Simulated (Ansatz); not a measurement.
**Data sheet: GaSb (DFT)**

GaSb:
```cif
data_Ga4Sb4
_chemical_formula_sum 'Ga4 Sb4'
_space_group_name_H-M_alt 'P 1'
_space_group_IT_number 1
_cell_length_a 4.31284
_cell_length_b 4.31284
_cell_length_c 14.15461
_cell_angle_alpha 90.000
_cell_angle_beta 90.000
_cell_angle_gamma 120.000
loop_
_space_group_symop_operation_xyz
  'x, y, z'
loop_
_atom_site_label
_atom_site_type_symbol
_atom_site_fract_x
_atom_site_fract_y
_atom_site_fract_z
_atom_site_occupancy
Ga1 Ga 0.66667 0.33333 0.99977 1
Sb1 Sb 0.66667 0.33333 0.18776 1
Ga2 Ga 0.00000 0.00000 0.25049 1
Sb2 Sb 0.00000 0.00000 0.43698 1
Ga3 Ga 0.33333 0.66667 0.49977 1
Sb3 Sb 0.33333 0.66667 0.68776 1
Ga4 Ga 0.00000 0.00000 0.75049 1
Sb4 Sb 0.00000 0.00000 0.93698 1
```

Space group P6_3mc (No. 186); conventional cell a = 4.3128 Å, b = 4.3128 Å, c = 14.1546 Å, α = 90.00°, β = 90.00°, γ = 120.00°.

Method: PBEsol (plane waves, PAW; program Ansatz). Geometry: relaxed at this level of theory. Other levels are named where they apply.

### Cell and energy

Volume per atom: 28.50 Å³
Density: 5.58 g/cm³
Formation energy from the elements (no fitted shifts): -0.12 eV/atom

### Electronic structure

- Electronic character: no gap, with almost no states at the Fermi level (zero-gap or semimetallic)
- Density of states at the Fermi level: 0.00 states/eV per atom (mean over ±0.08 eV)
- HSE06 gap on the PBEsol cell: 0.87 eV (a hybrid on a coarse mesh can open a false gap in a semimetal)
- Gap with spin–orbit coupling: none (metallic)

### Mechanics

* **Bulk modulus (Birch–Murnaghan fit)**: 51.5 GPa
* **Pressure derivative B′**: 4.8

### Phonons

Highest zone-centre frequency: 220 cm⁻¹
Zone-centre stability: no imaginary mode at Γ

The start of the workflow was typed in or built on a structure type; the Crystallography Open Database copy checked does not list it. It is not the phase usual at ambient conditions (space group No. 216). The PBEsol relaxation kept the symmetry of its start. As this level gives no gap, phonon frequencies hold no LO–TO term and depend on the k-mesh and smearing (Fermi–Dirac, 0.1 eV here). The references are the lowest solids computed at this level, not always the standard phases. Scalar-relativistic: spin–orbit coupling is off unless named, which matters more the heavier the elements.

Potentials: the earlier of the program's two PAW sets. The files were generated under PBE; for other functionals the program regenerates the frozen cores, and for LDA and PBEsol the local potential too.
